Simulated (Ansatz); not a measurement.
**Au (Fm-3m): lattice vibrations**

```xyz
1
Lattice="0.0000 2.0415 2.0415 2.0415 0.0000 2.0415 2.0415 2.0415 0.0000" Properties=species:S:1:pos:R:3 pbc="T T T"
Au    0.0000    0.0000    0.0000
```

Conventional cell: a = 4.083 Å, b = 4.083 Å, c = 4.083 Å, α = 90.00°, β = 90.00°, γ = 90.00°. Au (atom 1) is surrounded by 12 Au at 2.89 Å.

Level of theory, where no other is named: PBEsol, PAW on Ansatz 0.2.0's default frozen-core files (fitted under PBE), scalar-relativistic. k mesh 24×24×24, Fermi-Dirac smearing of 0.080 eV, cutoff 420 eV. The cell was relaxed by PAW under this functional.

Atoms are displaced by 0.0025 Å in the smallest supercells that hold the wave vectors of a 4×4×4 mesh. Negative values stand for unstable modes.

What are the phonon energies at the solved wave vectors, in THz?

| q | point | modes (THz) |
| --- | --- | --- |
| 0.250 0.000 0.000 | – | 1.13 (×2), 3.17 |
| 0.500 0.000 0.000 | L | 1.77 (×2), 4.57 |
| 0.250 0.250 0.000 | – | 1.66 (×2), 3.30 |
| 0.500 0.250 0.000 | – | 2.13, 2.63, 4.14 |
| -0.250 0.250 0.000 | – | 1.66, 2.61, 3.86 |
| 0.500 0.500 0.000 | X | 2.58 (×2), 4.47 |
| -0.250 0.500 0.250 | W | 2.53, 3.54 (×2) |

Is the structure dynamically stable at these wave vectors?

Yes, no mode is unstable there; wave vectors off this mesh aren't tested.

The cell is scaled evenly to 16.675 and 17.356 Å³ (from 17.016), with free atoms relaxed and the shape held. What are the mode Grüneisen parameters γ = −d ln ω/d ln V?

For the highest mode, 161.8 cm⁻¹ in the small cell and 143.6 in the large one give γ ≈ 2.98. From the change of the dynamical matrix on each mode:

```json
{"point": "0.25/0/0", "cm⁻¹": "37.6", "γ": "3.06"}
{"point": "0.25/0/0", "cm⁻¹": "105.8", "γ": "3.08"}
{"point": "L", "cm⁻¹": "58.9", "γ": "2.73"}
{"point": "L", "cm⁻¹": "152.6", "γ": "2.99"}
{"point": "0.25/0.25/0", "cm⁻¹": "55.5", "γ": "3.67"}
{"point": "0.25/0.25/0", "cm⁻¹": "109.9", "γ": "2.80"}
{"point": "0.5/0.25/0", "cm⁻¹": "70.9", "γ": "3.21"}
{"point": "0.5/0.25/0", "cm⁻¹": "87.8", "γ": "3.51"}
{"point": "0.5/0.25/0", "cm⁻¹": "138.2", "γ": "3.00"}
{"point": "-0.25/0.25/0", "cm⁻¹": "55.3", "γ": "2.99"}
{"point": "-0.25/0.25/0", "cm⁻¹": "87.0", "γ": "3.68"}
{"point": "-0.25/0.25/0", "cm⁻¹": "128.9", "γ": "2.99"}
{"point": "X", "cm⁻¹": "86.2", "γ": "3.23"}
{"point": "X", "cm⁻¹": "149.2", "γ": "2.97"}
{"point": "W", "cm⁻¹": "84.3", "γ": "3.63"}
{"point": "W", "cm⁻¹": "118.1", "γ": "3.26"}
```

Weighted by the modes' heat capacities at 300 K, the mean on this mesh is 3.21; it moves with the q mesh, and a coarse one overweights the zone boundary.

Known limits: frozen-core PAW files fitted under PBE, their cores solved anew for the functional of the run; responses of metals move with mesh and smearing; no spin-orbit coupling on heavy atoms.
